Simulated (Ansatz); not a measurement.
In LDA in the plane-wave PAW code Ansatz, LiTaO$_{3}$ in the tetragonal phase (P4mm; Ta on 1b, Li on 1a, O on 1b, O on 2c) relaxes to a = 3.894 Å, c = 3.958 Å. Its formation energy from the elements is -2.75 eV/atom, with no fitted shifts.

It is gapped at this level: 2.13 eV (indirect). The valence maximum lies on the R–A line, 2 % of the way from R and the conduction minimum at Γ. Electrons at the band edge weigh 0.30, 0.30, 13 mₑ (principal values).

The bulk modulus is 167 GPa. The relaxed-ion elastic constants in GPa are C11 = 371, C12 = 44.0, C13 = 110, C33 = 295, C44 = 48.5, C66 = 102. The elastic constants imply a Debye temperature near 516 K. Perturbation theory gives ε∞ = 4.56 (xx = yy), 4.43 (zz). Letting the ions move raises it to ε0 = 37.2 (xx = yy), 15.1 (zz). Born charges are Ta +7.40, Li +1.06, O -2.91 to -2.65 e. The phonon dispersion is unstable, down to 72i cm⁻¹. Without the LO–TO term the highest mode at Γ lies at 87.2 meV.

The start of the workflow was typed in or built on a structure type; neither database checked (COD, Materials Project) lists it. It is not the phase usual at ambient conditions (space group No. 161). The LDA relaxation kept the symmetry of its start. No spin polarisation was allowed. The references are the lowest solids computed at this level, not always the standard phases (solids in place of the gases). Scalar-relativistic: spin–orbit coupling is off unless named, which matters more the heavier the elements.

Potentials: the earlier of the program's two PAW sets. The files were generated under PBE; for other functionals the program regenerates the frozen cores, and for LDA and PBEsol the local potential too.
